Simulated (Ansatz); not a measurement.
# Nb: from a starting cell to a relaxed one

The start is a relaxed Nb cell displaced along its unstable phonon at q = (½, 0, 0) of its primitive reciprocal cell (45i cm⁻¹), largest move 0.15 Å. Cell shape, volume and atoms are optimised at zero target pressure with r2SCAN (plane waves to 500 eV, PAW, scalar-relativistic; Ansatz, an electronic-structure program). The first steps use a coarse 7×13×13 k-mesh.

The start:
```
Nb
1.0
    0.00000     4.21270     4.21270
    2.10635     0.00000     2.10635
    2.10635     2.10635     0.00000
Nb
2
Cartesian
  0.04278  -0.07799   0.12078
  2.06356   4.29069   1.98557
```

**Question.** Which atoms feel the largest initial force, and how large is it?

**Answer.** 0.30 eV/Å, on Nb1, Nb2 (atoms numbered as listed).

**Question.** Does it find its way back to the structure it was made from?

**Answer.** It does not go back: it reaches Im-3m (No. 229), bcc (W type), 0.33 eV/atom below the parent.

Final values are on a 20×20×20 k-mesh of the relaxed cell. No spin polarisation in the result.

The run could not lose the symmetry of its start.

Of the parent cell (Fm-3m (No. 225)): it is a generated cell of Nb: the first start was made by placing the elements on the sites of a structure type, and the end was not matched to a known phase here, so it may be hypothetical. Known forms of Nb include space group No. 229.
